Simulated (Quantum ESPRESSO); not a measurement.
## Si7C (input and log of a self-consistent run)

Simulated, not a measurement. The program is pw.x of Quantum ESPRESSO 7.5 (plane-wave density functional theory). The cell is made up: 8 atoms on a zincblende/diamond lattice, with randomly drawn elements, strain and displacements, not relaxed. PseudoDojo standard norm-conserving files (v0.5 for PBE, v0.4.1 for LDA and PBEsol) set the functional; there is no spin polarisation, spin-orbit coupling or dispersion term, and the masses in the input are unused placeholders.

Input:

```
&control calculation='scf', pseudo_dir='./dojo.nc.sr.pbe.v0_5.standard.upf', outdir='./o', disk_io='low', tprnfor=.true., tstress=.true. /
&system ibrav=0, nat=8, ntyp=2, nbnd=26, ecutwfc=82.02448710, nosym=.true., tot_charge=0,
 occupations='smearing', smearing='fd', degauss=0.0073498644
/
&electrons conv_thr=7.350e-09, electron_maxstep=60, /
ATOMIC_SPECIES
C 1.0 C.upf
Si 1.0 Si.upf
CELL_PARAMETERS angstrom
5.4274 0.0188 -0.0464
0.0188 5.4483 0.0086
-0.0464 0.0086 5.3443
ATOMIC_POSITIONS angstrom
Si 0.0975 -0.2134 -0.0903
Si -0.0256 2.8137 2.7114
Si 2.5832 -0.0089 2.6314
Si 2.6636 2.6558 -0.0439
Si 1.3584 1.3773 1.3027
Si 1.4126 4.1589 3.9513
C 4.1129 1.3449 3.9963
Si 4.1084 4.0902 1.1275
K_POINTS automatic
6 6 6 1 1 1
```

The log is shortened where brackets say so; the opening notice, blank lines, dates and the lines on written files are dropped, and the path of the files is cut. It prints rydbergs, bohrs and kilobars, and counts compression as positive stress.

```
     Program PWSCF v.7.5
     Parallel version (MPI & OpenMP), running on       4 processor cores
     Number of MPI processes:                 4
     Threads/MPI process:                     1
     [start-up lines left out]
     bravais-lattice index     =            0
     lattice parameter (alat)  =      10.2567  a.u.
     unit-cell volume          =    1066.3547 (a.u.)^3
     number of atoms/cell      =            8
     number of atomic types    =            2
     number of electrons       =        32.00
     number of Kohn-Sham states=           26
     kinetic-energy cutoff     =      82.0245  Ry
     charge density cutoff     =     328.0979  Ry
     scf convergence threshold =      7.3E-09
     mixing beta               =       0.7000
     number of iterations used =            8  plain     mixing
     Exchange-correlation= PBE
                           (   1   4   3   4   0   0   0)
     [axes and pseudopotential details left out]
   Cartesian axes
     site n.     atom                  positions (alat units)
         1        Si     tau(   1) = (   0.0179636  -0.0393173  -0.0166371  )
         2        Si     tau(   2) = (  -0.0047166   0.5184030   0.4995550  )
         3        Si     tau(   3) = (   0.4759351  -0.0016398   0.4848156  )
         4        Si     tau(   4) = (   0.4907482   0.4893111  -0.0080882  )
         5        Si     tau(   5) = (   0.2502749   0.2537571   0.2400126  )
         6        Si     tau(   6) = (   0.2602609   0.7662459   0.7279972  )
         7        C      tau(   7) = (   0.7577708   0.2477877   0.7362881  )
         8        Si     tau(   8) = (   0.7569417   0.7535885   0.2077334  )
     number of k points=   108  Fermi-Dirac smearing, width (Ry)=  0.0073
     Number of k-points >= 100: set verbosity='high' to print them.
     Dense  grid:   107051 G-vectors     FFT dimensions: (  60,  60,  60)
     Estimated max dynamical RAM per process >     262.87 MB
     Estimated total dynamical RAM >     973.08 MB
     Initial potential from superposition of free atoms
     starting charge      31.9957, renormalised to      32.0000
     Starting wfcs are   32 randomized atomic wfcs
     total cpu time spent up to now is        6.7 secs
     per-process dynamical memory:   223.4 Mb
     Self-consistent Calculation
     iteration #  1     ecut=    82.02 Ry     beta= 0.70
     Davidson diagonalization with overlap
     ethr =  1.00E-02,  avg # of iterations =  4.1
     total cpu time spent up to now is       22.2 secs
     total energy              =     -70.83550644 Ry
     estimated scf accuracy    <       0.35190632 Ry
     iteration #  2     ecut=    82.02 Ry     beta= 0.70
     Davidson diagonalization with overlap
     ethr =  1.10E-03,  avg # of iterations =  4.9
     total cpu time spent up to now is       35.5 secs
     total energy              =     -70.77489672 Ry
     estimated scf accuracy    <       0.88403992 Ry
     iteration #  3     ecut=    82.02 Ry     beta= 0.70
     Davidson diagonalization with overlap
     ethr =  1.10E-03,  avg # of iterations =  2.2
     total cpu time spent up to now is       45.5 secs
     total energy              =     -70.94115452 Ry
     estimated scf accuracy    <       0.03524351 Ry
     iteration #  4     ecut=    82.02 Ry     beta= 0.70
     Davidson diagonalization with overlap
     ethr =  1.10E-04,  avg # of iterations =  5.8
     total cpu time spent up to now is       58.0 secs
     total energy              =     -70.94763190 Ry
     estimated scf accuracy    <       0.00361135 Ry
     iteration #  5     ecut=    82.02 Ry     beta= 0.70
     Davidson diagonalization with overlap
     c_bands:  1 eigenvalues not converged
     ethr =  1.13E-05,  avg # of iterations =  7.5
     total cpu time spent up to now is       76.6 secs
     total energy              =     -70.94816235 Ry
     estimated scf accuracy    <       0.00063495 Ry
     iteration #  6     ecut=    82.02 Ry     beta= 0.70
     Davidson diagonalization with overlap
     ethr =  1.98E-06,  avg # of iterations =  5.4
     total cpu time spent up to now is       89.8 secs
     total energy              =     -70.94824265 Ry
     estimated scf accuracy    <       0.00007714 Ry
     iteration #  7     ecut=    82.02 Ry     beta= 0.70
     Davidson diagonalization with overlap
     ethr =  2.41E-07,  avg # of iterations =  2.1
     total cpu time spent up to now is      103.2 secs
     total energy              =     -70.94826085 Ry
     estimated scf accuracy    <       0.00000222 Ry
     iteration #  8     ecut=    82.02 Ry     beta= 0.70
     Davidson diagonalization with overlap
     ethr =  6.93E-09,  avg # of iterations =  4.0
     total cpu time spent up to now is      116.9 secs
     total energy              =     -70.94826153 Ry
     estimated scf accuracy    <       0.00000169 Ry
     iteration #  9     ecut=    82.02 Ry     beta= 0.70
     Davidson diagonalization with overlap
     ethr =  5.29E-09,  avg # of iterations =  1.8
     total cpu time spent up to now is      127.1 secs
     total energy              =     -70.94826164 Ry
     estimated scf accuracy    <       0.00000020 Ry
     iteration # 10     ecut=    82.02 Ry     beta= 0.70
     Davidson diagonalization with overlap
     ethr =  6.40E-10,  avg # of iterations =  2.2
     total cpu time spent up to now is      144.3 secs
     End of self-consistent calculation
     Number of k-points >= 100: set verbosity='high' to print the bands.
     the Fermi energy is     5.6262 ev
!    total energy              =     -70.94826169 Ry
     estimated scf accuracy    <          7.2E-09 Ry
     smearing contrib. (-TS)   =      -0.00157988 Ry
     internal energy E=F+TS    =     -70.94668181 Ry
     The total energy is F=E-TS. E is the sum of the following terms:
     one-electron contribution =      15.60544657 Ry
     hartree contribution      =       6.14056228 Ry
     xc contribution           =     -25.36754234 Ry
     ewald contribution        =     -67.32514833 Ry
     convergence has been achieved in  10 iterations
     Forces acting on atoms (cartesian axes, Ry/au):
     atom    1 type  2   force =    -0.06864439    0.16323211    0.00378478
     atom    2 type  2   force =    -0.04698849   -0.08226072    0.00962100
     atom    3 type  2   force =     0.14619255    0.06853051   -0.01728725
     atom    4 type  2   force =     0.09358730   -0.03242890   -0.06180001
     atom    5 type  2   force =    -0.05861208   -0.00949491    0.01043012
     atom    6 type  2   force =     0.00571122   -0.09054483   -0.00453991
     atom    7 type  1   force =    -0.01810552    0.00152554   -0.00973509
     atom    8 type  2   force =    -0.05314059   -0.01855880    0.06952636
     Total force =     0.317409     Total SCF correction =     0.000052
     Computing stress (Cartesian axis) and pressure
          total   stress  (Ry/bohr**3)                   (kbar)     P=      -36.17
  -0.00026300   0.00007515  -0.00011280          -38.69       11.05      -16.59
   0.00007515  -0.00035068  -0.00015158           11.05      -51.59      -22.30
  -0.00011280  -0.00015158  -0.00012389          -16.59      -22.30      -18.23
     init_run     :      5.77s CPU      6.10s WALL (       1 calls)
     electrons    :    136.30s CPU    137.70s WALL (       1 calls)
     forces       :      2.40s CPU      2.45s WALL (       1 calls)
     stress       :      8.85s CPU      8.86s WALL (       1 calls)
     [timing details left out]
     PWSCF        :   2m33.96s CPU   2m35.87s WALL
     JOB DONE.
```

In other units: free energy -965.300 eV for the cell, pressure -3.62 GPa, largest force component 4.197 eV/Å. A rerun of the same cell at another strain at 1347 eV and a 8 x 8 x 8 mesh moved values by no more than 0.005 eV in energy, 0.02 GPa in stress and 0.007 eV/Å in force.